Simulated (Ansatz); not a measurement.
CsCaBr3:
```
CELL_PARAMETERS angstrom
      5.70826     0.00000     0.00000
      0.00000     5.70826     0.00000
      0.00000     0.00000     5.70826
ATOMIC_POSITIONS crystal
  Cs 0.00000 0.00000 0.00000
  Ca 0.50000 0.50000 0.50000
  Br 0.50000 0.00000 0.50000
  Br 0.00000 0.50000 0.50000
  Br 0.50000 0.50000 0.00000
```

Relaxed with r²SCAN. Special points in fractions of this cell's reciprocal vectors: Γ (0.000, 0.000, 0.000); X (0.000, 0.500, 0.000); M (0.500, 0.500, 0.000); R (0.500, 0.500, 0.500).

Question: List the band energies nearest the valence-band maximum at these points for plane-wave PAW r²SCAN with spin–orbit coupling (Ansatz code).

Answer: In eV from the valence-band maximum; about four levels below and three above (degenerate sets whole), none deeper than 8.9 eV; points with the same levels are listed once.

```tsv
k	below	above
Γ	-0.18 -0.18 -0.18 -0.18	5.11 5.11 5.20 5.20 5.20 5.20
X	-0.61 -0.61 -0.37 -0.37	5.40 5.40 6.35 6.35
M	-0.75 -0.75 -0.09 -0.09	6.39 6.39 6.40 6.40
R	0.00 0.00 0.00 0.00	6.54 6.54 6.54 6.54
```

Space group Pm-3m (cubic perovskite). The first step of the workflow began from a Materials Project structure, measured or hypothetical; the Crystallography Open Database copy checked does not list it. Its standing as an ambient phase is unchecked. Symmetry was held in the r²SCAN relaxation; phonons on a q-mesh show weakly imaginary modes.

Potentials: the later of the program's two PAW sets.
